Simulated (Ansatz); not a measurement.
Level of theory: DFT PBE, scalar-relativistic, plane waves, PAW (Ansatz 0.2.0). Settings of the last relaxation (6-atom cell): 420 eV, 6×6×2 k points, Gaussian smearing of 0.02 eV, no spin polarisation.

Formation energies are uncorrected and count from the elements' standard states at the same level.

**Question.** Give a relaxed trial structure of a trigonal semiconductor that holds Te and 2 more elements, with a gap near 1.5 eV, a formation energy near −0.86 eV/atom and about 40 Å³ per atom, in a cell of 6 atoms. Its symmetry should be P3m1 (No. 156).

**Answer.** Sr₂BeTe₃, space group P3m1 (No. 156). Sr on its first site is surrounded by 4 Te at 3.14–3.26 Å; Sr on its second site is surrounded by 4 Te at 3.13–3.19 Å; Be is surrounded by 1 Te at 2.42 Å and 3 Te at 2.79 Å; around Te on its first site lie 1 Be at 2.42 Å and 3 Sr at 3.13 Å; 2 more sites not described.

```
Sr Be Te
1.0
     4.68030    0.00000    0.00000
    -2.34015    4.05326    0.00000
     0.00000    0.00000   12.74118
Sr Be Te
2 1 3
Cartesian
  0.0000 2.7022 6.2164
  2.3401 1.3511 11.0054
  0.0000 0.0000 2.2557
  0.0000 0.0000 12.5817
  0.0000 2.7022 2.9565
  2.3401 1.3511 7.8125
```

- Volume per atom: 40.28 Å³
- Density: 3.90 g/cm³
- Energy over the elements: −0.865 eV/atom
- Gap on the 6×6×2 mesh of the 6-atom cell: 1.48 eV

It was reached by relaxing an invented guess, and it needn't be the stable form of this composition. Other answers may fit too; this one was computed.

These runs have no spin–orbit coupling, which can matter for Te. Kohn–Sham gaps at this level usually fall short of measured ones. The missing spin–orbit coupling can work the other way here. The reference form of Te is held partly by dispersion forces, which this level lacks. Symmetry constrained the relaxation, so the result can be a saddle point.
